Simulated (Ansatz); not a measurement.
Nb3As:
```xyz
32
Lattice="10.3075 0.0000 0.0000 0.0000 10.3075 0.0000 0.0000 0.0000 5.2285" Properties=species:S:1:pos:R:3 pbc="T T T"
Nb     9.4393     4.1881     2.4930
Nb     0.9657     4.2856     5.1072
Nb     0.8682     6.1195     2.4930
Nb     9.3418     6.0220     5.1072
Nb     6.0220     0.9657     0.1213
Nb     4.1881     0.8682     2.7355
Nb     4.2856     9.3418     0.1213
Nb     6.1195     9.4393     2.7355
Nb     8.7722     0.1200     1.4095
Nb     5.0338     3.6185     4.0237
Nb     1.5353    10.1875     1.4095
Nb     5.2738     6.6891     4.0237
Nb     6.6891     5.0338     1.2047
Nb     0.1200     1.5353     3.8190
Nb     3.6185     5.2738     1.2047
Nb    10.1875     8.7722     3.8190
Nb     8.3070     2.9495     5.1739
Nb     2.2042     3.1532     2.5597
Nb     2.0005     7.3580     5.1739
Nb     8.1033     7.1543     2.5597
Nb     7.1543     2.2042     2.6688
Nb     2.9495     2.0005     0.0546
Nb     3.1532     8.1033     2.6688
Nb     7.3580     8.3070     0.0546
As     8.1803     0.2211     4.0307
As     4.9327     3.0266     1.4165
As     2.1272    10.0864     4.0307
As     5.3749     7.2810     1.4165
As     7.2810     4.9327     3.8120
As     0.2211     2.1272     1.1977
As     3.0266     5.3749     3.8120
As    10.0864     8.1803     1.1977
```

Relaxed with r²SCAN. Special points in fractions of this cell's reciprocal vectors: Γ (0.000, 0.000, 0.000); X (0.000, 0.500, 0.000); M (0.500, 0.500, 0.000); Z (0.000, 0.000, 0.500); R (0.000, 0.500, 0.500); A (0.500, 0.500, 0.500).

Q: List the band energies nearest the Fermi level at these points for the program Ansatz at the r²SCAN level (PAW).

A: In eV from the Fermi level; about four levels below and three above (degenerate sets whole), none deeper than 8.9 eV; points with the same levels are listed once.

```
k                    below                above
-  -----------------------  -------------------
Γ  -0.38 -0.38 -0.18 -0.07       0.04 0.09 0.09
X  -0.32 -0.32 -0.03 -0.03  0.06 0.06 0.18 0.18
M  -0.68 -0.68 -0.15 -0.15  0.09 0.09 0.26 0.26
Z  -0.17 -0.17 -0.03 -0.03  0.21 0.21 0.21 0.21
R  -0.18 -0.18 -0.14 -0.14  0.30 0.30 0.43 0.43
A  -0.20 -0.20 -0.20 -0.17       0.04 0.04 0.33
```

Space group P4_2/n. The first step of the workflow began from a Materials Project structure, measured or hypothetical; the Crystallography Open Database files this formula in space group No. 86, but the cells were not matched. Whether it is the stable phase at ambient conditions was not checked. The cell was relaxed with r²SCAN under the symmetry of its start; whether a distortion lowers the energy is not shown. No spin polarisation was allowed. Spin–orbit coupling is left out wherever it is not named.

Potentials: the later of the program's two PAW sets.
